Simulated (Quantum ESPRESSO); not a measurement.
PSi2AlC4, one run as intended and one with a planted mistake

Computed values, not a measurement. The program is pw.x of Quantum ESPRESSO 7.5 (plane-wave density functional theory). The cell is made up: 8 atoms on a zincblende/diamond lattice, with randomly drawn elements, strain and displacements, not relaxed. PseudoDojo standard norm-conserving files (v0.5 for PBE, v0.4.1 for LDA and PBEsol) set the functional; there is no spin polarisation, spin-orbit coupling or dispersion term, and the masses in the input are unused placeholders.

Intended input:

```
&control calculation='scf', pseudo_dir='./dojo.nc.sr.pbe.v0_5.standard.upf', outdir='./o', disk_io='low', tprnfor=.true., tstress=.true. /
&system ibrav=0, nat=8, ntyp=4, nbnd=22, ecutwfc=82.02448710, nosym=.true., tot_charge=0,
 occupations='smearing', smearing='fd', degauss=0.0018374661
/
&electrons conv_thr=7.350e-09, electron_maxstep=60, /
ATOMIC_SPECIES
Al 1.0 Al.upf
C 1.0 C.upf
P 1.0 P.upf
Si 1.0 Si.upf
CELL_PARAMETERS angstrom
4.5074 -0.0101 -0.0395
-0.0101 4.5418 -0.0387
-0.0395 -0.0387 4.4447
ATOMIC_POSITIONS angstrom
P 0.014 -0.1229 -0.0012
Si -0.0059 2.2554 2.2392
Al 2.2652 0.1253 2.1575
Si 2.2762 2.1176 -0.0414
C 1.0971 1.2853 1.0359
C 0.993 3.3078 3.3078
C 3.2419 1.0549 3.1711
C 3.4519 3.3198 0.9809
K_POINTS automatic
4 4 4 1 1 1
```

The log is shortened where brackets say so; the opening notice, blank lines, dates and the lines on written files are dropped, and the path of the files is cut. It prints rydbergs, bohrs and kilobars, and counts compression as positive stress.

Log of the intended run:

```
     Program PWSCF v.7.5
     Parallel version (MPI & OpenMP), running on       4 processor cores
     Number of MPI processes:                 4
     Threads/MPI process:                     1
     [start-up lines left out]
     bravais-lattice index     =            0
     lattice parameter (alat)  =       8.5181  a.u.
     unit-cell volume          =     613.9384 (a.u.)^3
     number of atoms/cell      =            8
     number of atomic types    =            4
     number of electrons       =        32.00
     number of Kohn-Sham states=           22
     kinetic-energy cutoff     =      82.0245  Ry
     charge density cutoff     =     328.0979  Ry
     scf convergence threshold =      7.3E-09
     mixing beta               =       0.7000
     number of iterations used =            8  plain     mixing
     Exchange-correlation= PBE
                           (   1   4   3   4   0   0   0)
     [axes and pseudopotential details left out]
   Cartesian axes
     site n.     atom                  positions (alat units)
         1        P      tau(   1) = (   0.0031059  -0.0272652  -0.0002662  )
         2        Si     tau(   2) = (  -0.0013089   0.5003567   0.4967627  )
         3        Al     tau(   3) = (   0.5025308   0.0277976   0.4786377  )
         4        Si     tau(   4) = (   0.5049711   0.4697860  -0.0091845  )
         5        C      tau(   5) = (   0.2433898   0.2851416   0.2298127  )
         6        C      tau(   6) = (   0.2202954   0.7338299   0.7338299  )
         7        C      tau(   7) = (   0.7192101   0.2340278   0.7035032  )
         8        C      tau(   8) = (   0.7657982   0.7364920   0.2176110  )
     number of k points=    32  Fermi-Dirac smearing, width (Ry)=  0.0018
                       cart. coord. in units 2pi/alat
        k(    1) = (   0.1264165   0.1254385   0.1289842), wk =   0.0625000
        k(    2) = (   0.1286436   0.1276041   0.3825599), wk =   0.0625000
     [further k points left out]
     Dense  grid:    61597 G-vectors     FFT dimensions: (  50,  50,  50)
     Estimated max dynamical RAM per process >      91.61 MB
     Estimated total dynamical RAM >     321.32 MB
     Initial potential from superposition of free atoms
     starting charge      31.9960, renormalised to      32.0000
     Starting wfcs are   32 randomized atomic wfcs
     total cpu time spent up to now is        1.3 secs
     per-process dynamical memory:    67.6 Mb
     Self-consistent Calculation
     iteration #  1     ecut=    82.02 Ry     beta= 0.70
     Davidson diagonalization with overlap
     ethr =  1.00E-02,  avg # of iterations =  3.4
     total cpu time spent up to now is        2.7 secs
     total energy              =     -82.71436833 Ry
     estimated scf accuracy    <       1.86847366 Ry
     iteration #  2     ecut=    82.02 Ry     beta= 0.70
     Davidson diagonalization with overlap
     ethr =  5.84E-03,  avg # of iterations =  2.0
     total cpu time spent up to now is        3.9 secs
     total energy              =     -83.24611606 Ry
     estimated scf accuracy    <       1.19713309 Ry
     [iterations 3 to 10 left out]
     iteration # 11     ecut=    82.02 Ry     beta= 0.70
     Davidson diagonalization with overlap
     ethr =  2.86E-10,  avg # of iterations =  3.5
     total cpu time spent up to now is       15.8 secs
     total energy              =     -83.46383638 Ry
     estimated scf accuracy    <       0.00000001 Ry
     iteration # 12     ecut=    82.02 Ry     beta= 0.70
     Davidson diagonalization with overlap
     ethr =  3.73E-11,  avg # of iterations =  2.3
     total cpu time spent up to now is       17.0 secs
     End of self-consistent calculation
     [lines on levels left out]
!    total energy              =     -83.46383638 Ry
     estimated scf accuracy    <          3.9E-09 Ry
     smearing contrib. (-TS)   =      -0.00000000 Ry
     internal energy E=F+TS    =     -83.46383638 Ry
     The total energy is F=E-TS. E is the sum of the following terms:
     one-electron contribution =      16.73509257 Ry
     hartree contribution      =      10.58482712 Ry
     xc contribution           =     -29.81055180 Ry
     ewald contribution        =     -80.97320427 Ry
     convergence has been achieved in  12 iterations
     Forces acting on atoms (cartesian axes, Ry/au):
     atom    1 type  3   force =    -0.01041638    0.02403669   -0.02022997
     atom    2 type  4   force =    -0.05273803   -0.00883210   -0.04860409
     atom    3 type  1   force =    -0.14833691   -0.22275029   -0.13742650
     atom    4 type  4   force =     0.00835483    0.11766173   -0.04942224
     atom    5 type  2   force =    -0.05152834   -0.11952288    0.00826773
     atom    6 type  2   force =     0.06317608    0.05439444    0.04345346
     atom    7 type  2   force =     0.21590692    0.12836870    0.20236537
     atom    8 type  2   force =    -0.02441816    0.02664370    0.00159623
     Total force =     0.494352     Total SCF correction =     0.000023
     Computing stress (Cartesian axis) and pressure
          total   stress  (Ry/bohr**3)                   (kbar)     P=      -47.91
  -0.00029186   0.00037836   0.00060175          -42.93       55.66       88.52
   0.00037836  -0.00069954   0.00051013           55.66     -102.91       75.04
   0.00060175   0.00051013   0.00001438           88.52       75.04        2.12
     init_run     :      1.17s CPU      1.20s WALL (       1 calls)
     electrons    :     15.60s CPU     15.66s WALL (       1 calls)
     forces       :      0.29s CPU      0.30s WALL (       1 calls)
     stress       :      0.95s CPU      0.95s WALL (       1 calls)
     [timing details left out]
     PWSCF        :     18.13s CPU     18.26s WALL
     JOB DONE.
```

A second run has one planted mistake: the cell and the positions are scaled by a wrong factor. The input lines that differ, file-writing options aside:

```
- 4.5074 -0.0101 -0.0395
+ 4.442 -0.01 -0.0389
- -0.0101 4.5418 -0.0387
+ -0.01 4.4759 -0.0381
- -0.0395 -0.0387 4.4447
+ -0.0389 -0.0381 4.3803
- P 0.014 -0.1229 -0.0012
+ P 0.0138 -0.1211 -0.0012
- Si -0.0059 2.2554 2.2392
+ Si -0.0058 2.2227 2.2067
- Al 2.2652 0.1253 2.1575
+ Al 2.2324 0.1235 2.1262
- Si 2.2762 2.1176 -0.0414
+ Si 2.2432 2.0869 -0.0408
- C 1.0971 1.2853 1.0359
+ C 1.0812 1.2667 1.0209
- C 0.993 3.3078 3.3078
+ C 0.9786 3.2598 3.2598
- C 3.2419 1.0549 3.1711
+ C 3.1949 1.0396 3.1251
- C 3.4519 3.3198 0.9809
+ C 3.4018 3.2717 0.9667
```

Its log:

```
     Program PWSCF v.7.5
     Parallel version (MPI & OpenMP), running on       4 processor cores
     Number of MPI processes:                 4
     Threads/MPI process:                     1
     [start-up lines left out]
     bravais-lattice index     =            0
     lattice parameter (alat)  =       8.3945  a.u.
     unit-cell volume          =     587.6126 (a.u.)^3
     number of atoms/cell      =            8
     number of atomic types    =            4
     number of electrons       =        32.00
     number of Kohn-Sham states=           22
     kinetic-energy cutoff     =      82.0245  Ry
     charge density cutoff     =     328.0979  Ry
     scf convergence threshold =      7.3E-09
     mixing beta               =       0.7000
     number of iterations used =            8  plain     mixing
     Exchange-correlation= PBE
                           (   1   4   3   4   0   0   0)
     [axes and pseudopotential details left out]
   Cartesian axes
     site n.     atom                  positions (alat units)
         1        P      tau(   1) = (   0.0031066  -0.0272614  -0.0002701  )
         2        Si     tau(   2) = (  -0.0013057   0.5003623   0.4967604  )
         3        Al     tau(   3) = (   0.5025459   0.0278017   0.4786387  )
         4        Si     tau(   4) = (   0.5049771   0.4697917  -0.0091847  )
         5        C      tau(   5) = (   0.2433939   0.2851527   0.2298195  )
         6        C      tau(   6) = (   0.2202972   0.7338286   0.7338286  )
         7        C      tau(   7) = (   0.7192187   0.2340292   0.7035057  )
         8        C      tau(   8) = (   0.7657949   0.7365075   0.2176183  )
     number of k points=    32  Fermi-Dirac smearing, width (Ry)=  0.0018
                       cart. coord. in units 2pi/alat
        k(    1) = (   0.1264170   0.1254387   0.1289796), wk =   0.0625000
        k(    2) = (   0.1286425   0.1276021   0.3825500), wk =   0.0625000
     [further k points left out]
     Dense  grid:    58977 G-vectors     FFT dimensions: (  50,  50,  48)
     Estimated max dynamical RAM per process >      87.97 MB
     Estimated total dynamical RAM >     308.67 MB
     Initial potential from superposition of free atoms
     starting charge      31.9960, renormalised to      32.0000
     Starting wfcs are   32 randomized atomic wfcs
     total cpu time spent up to now is        1.4 secs
     per-process dynamical memory:    63.6 Mb
     Self-consistent Calculation
     iteration #  1     ecut=    82.02 Ry     beta= 0.70
     Davidson diagonalization with overlap
     ethr =  1.00E-02,  avg # of iterations =  3.4
     total cpu time spent up to now is        2.7 secs
     total energy              =     -82.69951410 Ry
     estimated scf accuracy    <       1.94361825 Ry
     iteration #  2     ecut=    82.02 Ry     beta= 0.70
     Davidson diagonalization with overlap
     ethr =  6.07E-03,  avg # of iterations =  2.0
     total cpu time spent up to now is        3.9 secs
     total energy              =     -83.25532994 Ry
     estimated scf accuracy    <       1.14025964 Ry
     [iterations 3 to 10 left out]
     iteration # 11     ecut=    82.02 Ry     beta= 0.70
     Davidson diagonalization with overlap
     ethr =  1.59E-10,  avg # of iterations =  3.4
     total cpu time spent up to now is       14.9 secs
     total energy              =     -83.46546274 Ry
     estimated scf accuracy    <          8.8E-09 Ry
     iteration # 12     ecut=    82.02 Ry     beta= 0.70
     Davidson diagonalization with overlap
     ethr =  2.74E-11,  avg # of iterations =  2.0
     total cpu time spent up to now is       15.9 secs
     End of self-consistent calculation
     [lines on levels left out]
!    total energy              =     -83.46546274 Ry
     estimated scf accuracy    <          2.4E-09 Ry
     smearing contrib. (-TS)   =      -0.00000000 Ry
     internal energy E=F+TS    =     -83.46546274 Ry
     The total energy is F=E-TS. E is the sum of the following terms:
     one-electron contribution =      18.32496237 Ry
     hartree contribution      =      10.43218891 Ry
     xc contribution           =     -30.05769130 Ry
     ewald contribution        =     -82.16492272 Ry
     convergence has been achieved in  12 iterations
     Forces acting on atoms (cartesian axes, Ry/au):
     atom    1 type  3   force =    -0.01113252    0.03499524   -0.02075716
     atom    2 type  4   force =    -0.05990965   -0.01511120   -0.05039124
     atom    3 type  1   force =    -0.16447785   -0.24471999   -0.15189911
     atom    4 type  4   force =     0.01198628    0.12673065   -0.05481052
     atom    5 type  2   force =    -0.06342374   -0.13127164    0.00552982
     atom    6 type  2   force =     0.07365735    0.06248344    0.04922227
     atom    7 type  2   force =     0.24078068    0.13670145    0.22242364
     atom    8 type  2   force =    -0.02748053    0.03019206    0.00068229
     Total force =     0.546076     Total SCF correction =     0.000016
     Computing stress (Cartesian axis) and pressure
          total   stress  (Ry/bohr**3)                   (kbar)     P=       31.18
   0.00024994   0.00045790   0.00064025           36.77       67.36       94.18
   0.00045790  -0.00019830   0.00060927           67.36      -29.17       89.63
   0.00064025   0.00060927   0.00058419           94.18       89.63       85.94
     init_run     :      1.31s CPU      1.35s WALL (       1 calls)
     electrons    :     14.41s CPU     14.49s WALL (       1 calls)
     forces       :      0.28s CPU      0.28s WALL (       1 calls)
     stress       :      0.87s CPU      0.87s WALL (       1 calls)
     [timing details left out]
     PWSCF        :     16.98s CPU     17.12s WALL
     JOB DONE.
```

|  | intended run | run with the mistake |
| --- | --- | --- |
| free energy (eV) | -1135.583 | -1135.605 |
| smearing term -TS (eV) | 0.0000 | 0.0000 |
| pressure (GPa) | -4.79 | 3.12 |
| largest force component (eV/Å) | 5.727 | 6.292 |
| largest change of a force component (eV/Å) |  | 0.640 |
| iterations | 12 | 12 |

For scale, a rerun of the intended cell at 1347 eV and a 6 x 6 x 6 mesh moved values by no more than 0.006 eV in energy, 0.07 GPa in stress and 0.004 eV/Å in force.